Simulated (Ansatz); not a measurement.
Given:

ScAl3:
```
ScAl3
1.0
    4.03125     0.00000     0.00000
    0.00000     4.03125     0.00000
    0.00000     0.00000     4.03125
Al Sc
3 1
Direct
  0.00000   0.50000   0.50000
  0.50000   0.50000   0.00000
  0.50000   0.00000   0.50000
  0.00000   0.00000   0.00000
```

This is the LDA-relaxed structure.

Problem. All from DFT-LDA in the program Ansatz with PAW potentials, unless another level is named. Give the Debye temperature from the elastic constants.

Solution. 643 K.

Problem. Give the highest zone-centre frequency.

Solution. 342 cm⁻¹.

Space group Pm-3m (Cu3Au type). The cell was relaxed with LDA under the symmetry of its start; of distortions, only those at the zone centre were tested. The run is not spin-polarised. As this level gives no gap, shear constants depend on the k-mesh and smearing (Fermi–Dirac, 0.1 eV here). As this level gives no gap, phonon frequencies hold no LO–TO term and depend on the k-mesh and smearing (Fermi–Dirac, 0.1 eV here).

Potentials: the later of the program's two PAW sets.
